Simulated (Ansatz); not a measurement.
Sensitivity of the gradients in SiO2 with Cr replacing Si to the input

This input was run with Ansatz:

```yaml
crystal:
  lattice:
    - [-7.3737, 4.2572076799, 5.4091]
    - [7.3737, -4.2572076799, 5.4091]
    - [2.4579, 4.2572076799, -5.4091]
  atoms:
    - { symbol: Cr, position: [0.1683917095, 0.453971058, 0.2872931595], spin: 3.0 }
    - { symbol: Si, position: [0.6862174349, 0.9506528431, 0.2935429792] }
    - { symbol: Si, position: [0.6467578924, 0.416224503, 0.7437421808] }
    - { symbol: Si, position: [0.1665346988, 0.9277856812, 0.7585012098] }
    - { symbol: Si, position: [0.5975802906, 0.3305299264, 0.2621573523] }
    - { symbol: Si, position: [0.0879262151, 0.8192313598, 0.247747154] }
    - { symbol: Si, position: [0.1180214641, 0.3449087672, 0.7880034165] }
    - { symbol: Si, position: [0.6218850681, 0.8509064063, 0.8049097563] }
    - { symbol: Si, position: [0.2172621458, 0.2229386433, 0.4469267822] }
    - { symbol: Si, position: [0.7371859722, 0.7390295427, 0.4781537171] }
    - { symbol: Si, position: [0.7128380534, 0.2236984482, 0.9375944258] }
    - { symbol: Si, position: [0.242659373, 0.734102797, 0.9696543025] }
    - { symbol: O, position: [0.6482397821, 0.5152927684, 0.2855101126] }
    - { symbol: O, position: [0.135800054, 0.0001077746, 0.2627725187] }
    - { symbol: O, position: [0.1515963045, 0.5110640867, 0.7669882808] }
    - { symbol: O, position: [0.636169824, 0.0042430503, 0.7657047383] }
    - { symbol: O, position: [0.457450599, 0.3939489362, 0.6242447606] }
    - { symbol: O, position: [0.9756260541, 0.9008422676, 0.6559286814] }
    - { symbol: O, position: [0.9371149582, 0.4014688553, 0.0926553213] }
    - { symbol: O, position: [0.4851987108, 0.9116300357, 0.1755822213] }
    - { symbol: O, position: [0.6993381601, 0.3964808055, 0.5553837828] }
    - { symbol: O, position: [0.196432948, 0.8950338272, 0.5475664316] }
    - { symbol: O, position: [0.2492326, 0.4513820879, 0.1004469658] }
    - { symbol: O, position: [0.7508876049, 0.9575222825, 0.1235084269] }
    - { symbol: O, position: [0.0937820807, 0.2366966445, 0.2478017889] }
    - { symbol: O, position: [0.637103719, 0.7704536134, 0.2839231532] }
    - { symbol: O, position: [0.5768166254, 0.2336121301, 0.7353134241] }
    - { symbol: O, position: [0.1355932746, 0.763606159, 0.7767872347] }
    - { symbol: O, position: [0.7067922886, 0.7745148727, 0.6883368975] }
    - { symbol: O, position: [0.1905077664, 0.2529001856, 0.6627648549] }
    - { symbol: O, position: [0.1821762775, 0.7496654806, 0.1483573207] }
    - { symbol: O, position: [0.6810522302, 0.2527203775, 0.1495651663] }
    - { symbol: O, position: [0.3991698443, 0.6699763324, 0.6519852666] }
    - { symbol: O, position: [0.8772626317, 0.1664714344, 0.6029823239] }
    - { symbol: O, position: [0.8463357912, 0.638327091, 0.0461403675] }
    - { symbol: O, position: [0.3570253353, 0.151672437, 0.0551028188] }
magnetization:
  spin_polarized: true
total_charge: -1
kpoints:
  mp_grid: { grid: [3, 3, 4] }
scf:
  occupations: { method: fermi_dirac, width: 0.01 }
  mixing: { preconditioner: resta }
hamiltonian:
  xc: pbe
  pseudopotentials: { kind: paw }
output:
  forces: true
  stress: true
  populations: true
  efg:
    quadrupole_moments_barn: { Cr: -0.15, O: -0.02558 }
    contact_densities: true
basis:
  ecutwfc: "700 eV"
```

It converged. Of its output the block on the nuclei alone is shown, without the SCF iterations, energies, forces and stress (one atom of each set, the first 14 sets):

```
--- PAW observables at the nuclei: V_zz in 10²¹ V/m², potentials from the cell's mean, atoms counted from 1 ---
  atom   1  Cr V_zz =    -9.139200   η = 0.8602   by run symmetry: allowed   C_q = +33.1477 MHz
            electrostatic potential = -2854.454657 V   contact ρ = 76323.112988 e/Å³   contact ρ_s (e/Å³): all electrons -2.309634, valence +2.899682
  atom   2  Si V_zz =    +1.250686   η = 0.5748   by run symmetry: allowed
            electrostatic potential = -1354.934782 V   contact ρ = 12801.709371 e/Å³   contact ρ_s (e/Å³): all electrons +0.005707, valence +0.005748
  atom   3  Si V_zz =    +1.140984   η = 0.8679   by run symmetry: allowed
            electrostatic potential = -1354.925252 V   contact ρ = 12801.766519 e/Å³   contact ρ_s (e/Å³): all electrons +0.006103, valence +0.006124
  atom   4  Si V_zz =    -0.555841   η = 0.4322   by run symmetry: allowed
            electrostatic potential = -1354.911275 V   contact ρ = 12801.480458 e/Å³   contact ρ_s (e/Å³): all electrons +0.000766, valence +0.000769
  atom   5  Si V_zz =    -0.814007   η = 0.8363   by run symmetry: allowed
            electrostatic potential = -1354.923739 V   contact ρ = 12801.570407 e/Å³   contact ρ_s (e/Å³): all electrons +0.002734, valence +0.002756
  atom   6  Si V_zz =    +0.525228   η = 0.2689   by run symmetry: allowed
            electrostatic potential = -1354.778691 V   contact ρ = 12801.396013 e/Å³   contact ρ_s (e/Å³): all electrons +0.006310, valence +0.006320
  atom   7  Si V_zz =    -2.458692   η = 0.0736   by run symmetry: allowed
            electrostatic potential = -1355.499425 V   contact ρ = 12802.222130 e/Å³   contact ρ_s (e/Å³): all electrons +0.260799, valence +0.261580
  atom   8  Si V_zz =    -2.202372   η = 0.3861   by run symmetry: allowed
            electrostatic potential = -1355.588148 V   contact ρ = 12802.146785 e/Å³   contact ρ_s (e/Å³): all electrons +0.286114, valence +0.287224
  atom   9  Si V_zz =    -2.478086   η = 0.3875   by run symmetry: allowed
            electrostatic potential = -1355.485256 V   contact ρ = 12802.104096 e/Å³   contact ρ_s (e/Å³): all electrons +0.278101, valence +0.279010
  atom  10  Si V_zz =    +0.975117   η = 0.5205   by run symmetry: allowed
            electrostatic potential = -1354.894666 V   contact ρ = 12801.441325 e/Å³   contact ρ_s (e/Å³): all electrons +0.010189, valence +0.010185
  atom  11  Si V_zz =    -2.557730   η = 0.6627   by run symmetry: allowed
            electrostatic potential = -1355.627096 V   contact ρ = 12802.278990 e/Å³   contact ρ_s (e/Å³): all electrons +0.278867, valence +0.279936
  atom  12  Si V_zz =    +0.932813   η = 0.9163   by run symmetry: allowed
            electrostatic potential = -1354.810636 V   contact ρ = 12801.520410 e/Å³   contact ρ_s (e/Å³): all electrons +0.000254, valence +0.000273
  atom  13  O  V_zz =    +9.609653   η = 0.2194   by run symmetry: allowed   C_q = -5.9438 MHz
            electrostatic potential = -619.269553 V   contact ρ = 2153.613778 e/Å³   contact ρ_s (e/Å³): all electrons +0.003254, valence +0.003394
  atom  14  O  V_zz =    +9.720372   η = 0.2179   by run symmetry: allowed   C_q = -6.0123 MHz
            electrostatic potential = -619.519943 V   contact ρ = 2153.678457 e/Å³   contact ρ_s (e/Å³): all electrons +0.005756, valence +0.004652
```

Task: Can these gradients be trusted, and how do they compare with a run on standard settings?

Result: They agree with the standard run. Against the standard input the change is `basis.ecutwfc`: not typed → 700 eV; `scf.mixing.preconditioner`: not typed → resta. A site carries the number of its first atom; V_zz in 10²¹ V/m².

| site | atom | V_zz standard | η standard | V_zz here | η here |
| --- | --- | --- | --- | --- | --- |
| Cr | 1 | -9.13 | 0.86 | -9.14 | 0.86 |
| Si2 | 2 | 1.25 | 0.57 | 1.25 | 0.57 |
| Si4 | 4 | -0.56 | 0.43 | -0.56 | 0.43 |
| Si10 | 10 | 0.98 | 0.52 | 0.98 | 0.52 |
| O13 | 13 | 9.58 | 0.22 | 9.61 | 0.22 |
| O20 | 20 | 9.91 | 0.22 | 9.95 | 0.22 |
| O23 | 23 | 6.65 | 0.46 | 6.67 | 0.46 |
| O25 | 25 | 6.94 | 0.37 | 6.96 | 0.37 |
| O29 | 29 | 9.59 | 0.30 | 9.63 | 0.30 |
| O31 | 31 | 9.81 | 0.20 | 9.84 | 0.20 |
| O33 | 33 | 5.00 | 0.68 | 5.03 | 0.67 |
| O35 | 35 | 9.98 | 0.22 | 10.02 | 0.22 |

The largest change of V_zz is on O35, from 9.98 to 10.02. The table leaves out 24 of the 36 sites, with |V_zz| up to 9.73; their tensors move by 0.04 at most along any direction. The statements above cover all sites.

On the reference run: The defect repeats with the cell of 36 atoms, so it feels its images: sites between two images don't show the values beside a lone defect, and zeros or small values of η there can come from the images' arrangement. O and Si carry a gradient in the pure host already, so the values there aren't the defect's effect alone. The centre was started off its lattice site, so that it could distort. A uniform background compensates the cell's charge. With a gap of 0.7 eV on this mesh, small gradients can still move by 0.1 × 10²¹ V/m² or more as the k-mesh gets denser.
